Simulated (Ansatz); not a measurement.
Stability checks on a candidate for Mg2Zn3S5

The cell was found from a structure generator's guess, not taken from experiment.

Method: DFT PBE, scalar-relativistic, plane waves, PAW (Ansatz). Plane waves to 420 eV, a 10×10×10 mesh through Γ for the 10-atom cell and 0.02 eV Gaussian smearing; no spin polarisation.

```xyz
10
Lattice="-1.9581 1.9581 13.8996 1.9581 -1.9581 13.8996 1.9581 1.9581 -13.8996" Properties=species:S:1:pos:R:3 pbc="T T T"
Mg    0.0000    0.0000   16.7082
Mg    0.0000    0.0000   11.0910
Zn    0.0000    0.0000    5.6161
Zn    0.0000    0.0000   22.1831
Zn    0.0000    0.0000    0.0000
S     1.9581    0.0000    6.9498
S     0.0000    1.9581    9.6199
S     1.9581    0.0000   12.5617
S     1.9581    0.0000    1.3379
S     0.0000    1.9581    4.2797
```

The zero of energy is the elements' standard structures at the same level; no fitted shifts are applied.

**Question.** These tests were run: energy against the elements; random kick, then relaxation without symmetry; elastic tensor. What do they show?

**Answer.**

```json
{"test": "energy against the elements", "result": "−1.055 eV/atom"}
{"test": "random kick, then relaxation without symmetry", "result": "returns"}
{"test": "elastic tensor", "result": "least eigenvalue 15 GPa"}
```

It fails none of these tests. Other phases of the system weren't compared here, so this isn't yet thermodynamic stability. Phonons away from Γ weren't computed.

The reference form of S is held partly by dispersion forces, which this level lacks. The kick test ran on a coarse mesh. The run for the elastic tensor used a 10×10×10 k mesh.
